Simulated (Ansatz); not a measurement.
# Li: stiffness from a series of strains

```
CELL_PARAMETERS angstrom
1.55050 0.89518 7.58830
-1.55050 0.89518 7.58830
0.00000 -1.79036 7.58830
ATOMIC_POSITIONS crystal
Li 0.00000 0.00000 0.00000
Li 0.22200 0.22200 0.22200
Li 0.77800 0.77800 0.77800
```

Atom numbers follow the list: Li1, Li2, Li3.

Conventional cell: a = 3.101 Å, b = 3.101 Å, c = 22.765 Å, α = 90.00°, β = 90.00°, γ = 120.00°. Around Li (atom 1) lie 12 Li at 3.10 Å. Li (atom 2) has 12 Li at 3.09 to 3.10 Å as nearest neighbours.

The cell is a measured one (Crystallography Open Database entry 9017802); the temperature and pressure of the measurement aren't taken into account, and nothing was relaxed.

Method: DFT, PBEsol, all-electron LAPW, scalar-relativistic (Ansatz 0.2.0).

Numerical set-up: a Γ-centred 12×12×12 k mesh, Fermi–Dirac smearing of 0.05 eV, basis error target 1 meV/atom, no spin polarisation.

The strain is applied along the Cartesian axes of the cell as listed (γ is the engineering shear, twice εxy = εyz = εzx). Fractional coordinates are held (clamped ions).

σ is the change of stress from the unstrained cell, which is at -0.53 GPa; tension is positive, so slopes are stress–strain coefficients at that pressure. In a metal the k mesh adds noise.

Only quantities that a quadratic follows smoothly over the whole series are listed; rougher ones are left out.

| γ | σxy (GPa) | σyz (GPa) |
| --- | --- | --- |
| -0.0300 | -0.29 | -0.14 |
| -0.0100 | -0.10 | -0.06 |
| 0.0000 | 0.00 | 0.00 |
| 0.0100 | 0.10 | 0.05 |
| 0.0200 | 0.19 | 0.10 |
| 0.0300 | 0.30 | 0.15 |

Fit the series and read off the stiffness at zero strain.

Least-squares fits y = p0 + p1 x + p2 x² to the rows give σxy (GPa): p1 = 9.79, p2 = 6; σyz (GPa): p1 = 4.91, p2 = 9.5.

One run, at γ = -0.0200, is withheld. Predict its row.

The fits give -0.20, -0.10; the run gave -0.20, -0.10.
